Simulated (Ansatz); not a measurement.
MoS2:
```xyz
3
Lattice="1.5880 0.9169 6.2240 -1.5880 0.9169 6.2240 0.0000 -1.8337 6.2240" Properties=species:S:1:pos:R:3 pbc="T T T"
Mo     0.0000     0.0000     0.0000
S      0.0000     0.0000    13.9998
S      0.0000     0.0000    10.8956
```

This is the r²SCAN+D4-relaxed structure. x, y and z are the axes in which the lattice vectors are written.

Question: All from DFT-r²SCAN+D4 in the program Ansatz with PAW potentials, unless another level is named. Predict the band gap.

Answer: 1.03 eV (indirect).

Question: Predict the HSE06 gap on the r²SCAN+D4 cell.

Answer: 1.42 eV.

Question: Next, the formation energy from the elements (no fitted shifts)?

Answer: -999 meV/atom.

Question: And the conduction-band minimum?

Answer: off the standard path, at k = (0.130, 0.464, -0.201).

Space group R3m. The r²SCAN+D4 relaxation kept the symmetry of its start; of distortions, only those at the zone centre were tested. The run is not spin-polarised. The references are the lowest solids computed at this level, not always the standard phases. Spin–orbit coupling is left out wherever it is not named.

Potentials: the later of the program's two PAW sets.
